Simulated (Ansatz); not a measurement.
KF (rock salt), relaxed with HSE06 (Ansatz, a quantum-chemistry and plane-wave program, plane waves, PAW): a = b = c = 5.3691 Å, α = β = γ = 90.00°.

```
Property              Result
--------------------  ------
gap (eV)                8.10
B₀ by P(V) fit (GPa)    31.6
```

The same phase is relaxed and computed with LDA in the same code. What are the cell and these values now?

a = 5.1626 Å, b = 5.1626 Å, c = 5.1626 Å, α = 90.00°, β = 90.00°, γ = 90.00°.

* **gap (eV)**: 6.37
* **B₀ by P(V) fit (GPa)**: 43.7

All cells were relaxed under the symmetry of their starts (and spin orders); stability against distortions was not tested throughout.

Potentials: the later of the program's two PAW sets.

Ansatz is a plane-wave DFT program.
